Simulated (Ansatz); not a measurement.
Fcc Ni (111), 5 layers, DFT, PBE, PAW with Ansatz's default frozen-core files, scalar-relativistic (Ansatz 0.2.0), on 3 threads of Intel(R) Xeon(R) Platinum 8375C CPU @ 2.90GHz (Ice Lake) (shared host).

Command: `ansatz run input.yaml --threads 3 --pin off --max-ram 9216MiB --backend cpu --events-out ev --progress --plain --runs-dir out`

```yaml
crystal:
  lattice:
    - [2.4880369585, 0.0, 0.0]
    - [-1.2440184792, 2.1547032116, 0.0]
    - [0.0, 0.0, 24.1259]
  atoms:
    - { symbol: Ni, position: [0.8333333333, 0.1666666667, 0.3327548855], spin: 1.0 }
    - { symbol: Ni, position: [0.1666666667, 0.8333333333, 0.4158399345], spin: 1.0 }
    - { symbol: Ni, position: [0.5, 0.5, 0.5000001329], spin: 1.0 }
    - { symbol: Ni, position: [0.8333333333, 0.1666666667, 0.5841601053], spin: 1.0 }
    - { symbol: Ni, position: [0.1666666667, 0.8333333333, 0.6672449418], spin: 1.0 }
  periodic: [true, true, false]
magnetization:
  spin_polarized: true
kpoints:
  mp_grid: { grid: [19, 19, 1] }
scf:
  occupations: { method: fermi_dirac, width: 0.05 }
hamiltonian:
  xc: pbe
  pseudopotentials: { kind: paw }
output:
  forces: true
  stress: true
  eigenvalues: true
  write_density: true
  write_potential: true
  elf: true
  volumetric_format: npy
```

Problem. How large is the problem that the program sets up?

Solution. 40 irreducible k-points, 4027 plane waves at Γ, 57 bands.

Problem. About how long does it take, and how much memory?

Solution. 45 s of wall time for 15 SCF iterations, with a peak of 1.1 GiB. Times on shared machines scatter by tens of per cent.
